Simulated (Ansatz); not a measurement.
**AgSb$_{3}$Pb$_{2}$: reading a single point**

```xyz
6
Lattice="4.2470 0.0000 0.0000 0.0000 4.2470 0.0000 0.0000 0.0000 9.3079" Properties=species:S:1:pos:R:3 pbc="T T T"
Sb    2.1235    2.1235    0.0000
Ag    0.0000    0.0000    0.0000
Pb    0.0000    2.1235    6.8320
Pb    2.1235    0.0000    2.4759
Sb    0.0000    2.1235    3.5556
Sb    2.1235    0.0000    5.7523
```

Level: r2SCAN, no spin polarisation; 500 eV; 8×8×4 Γ-centred mesh; gaussian occupations (width 0.144 eV); Ansatz 0.2.0, fixed geometry.

(1) What do density and ELF say about some of the short contacts?

(2) Which atom feels the largest force, and which way?

(3) Metal or insulator?

(4) Is the cell too large or too small?

(5) How is the charge shared?

Origin: a known structure type with other elements, at an estimated volume, so it need not be a known compound.

## Answers

(1) Sb–Ag at 3.00 Å: least valence density 0.23 e/Å³ and ELF 0.29 there. Pb–Sb at 3.19 Å: least valence density 0.21 e/Å³ and ELF 0.41 there. Ag–Pb at 3.26 Å: least valence density 0.13 e/Å³ and ELF 0.13 there. Both are smooth PAW fields, read partly inside the augmentation spheres.

(2) The largest is on Sb6 (and as large on other atoms): 0.42 eV/Å, components (0.00, 0.00, -0.42). It makes 110° with the line to a nearest neighbour, Pb3 at 3.19 Å.

(3) It is a metal, with about 3.8 states/eV a cell as the mean within 0.25 eV of the Fermi level, mostly Sb p (72 %) and Pb p (13 %).

(4) The pressure is 0.9 GPa (compression positive), so with the atoms held at these fractions the cell would first expand. The principal stresses -0.3, -0.3, 3.4 GPa differ, so its shape would change too.

(5) Bader charges in e: Ag -0.04, Sb -0.18, Pb +0.29. In the mean Pb gives up most and Sb takes most, against the order of Pauling's electronegativities.
